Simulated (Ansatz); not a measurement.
Li:
```
CELL_PARAMETERS angstrom
     -1.66088     1.66088     1.66088
      1.66088    -1.66088     1.66088
      1.66088     1.66088    -1.66088
ATOMIC_POSITIONS crystal
  Li 0.00000 0.00000 0.00000
```

Relaxed with PBE+D3(BJ). Special points in fractions of this cell's reciprocal vectors: Γ (0.000, 0.000, 0.000); H (0.500, -0.500, 0.500); N (0.000, 0.000, 0.500); P (0.250, 0.250, 0.250).

Task: List the band energies nearest the Fermi level at these points for DFT-PBE+D3(BJ) in the program Ansatz with PAW potentials.

Result: In eV from the Fermi level; about four levels below and three above (degenerate sets whole), none deeper than 8.9 eV; … stands for higher levels left out; points with the same levels are listed once.

```json
[
 {"k": "Γ", "below": "-3.73", "above": "…"},
 {"k": "H", "below": "–", "above": "5.87 5.87 5.87"},
 {"k": "N", "below": "–", "above": "0.20 3.57 11.09"},
 {"k": "P", "below": "–", "above": "3.55 3.55 3.55"}
]
```

Space group Im-3m (bcc (W type)). Symmetry was held in the PBE+D3(BJ) relaxation. The pairwise dispersion correction was not fitted to metals.

Potentials: the later of the program's two PAW sets.
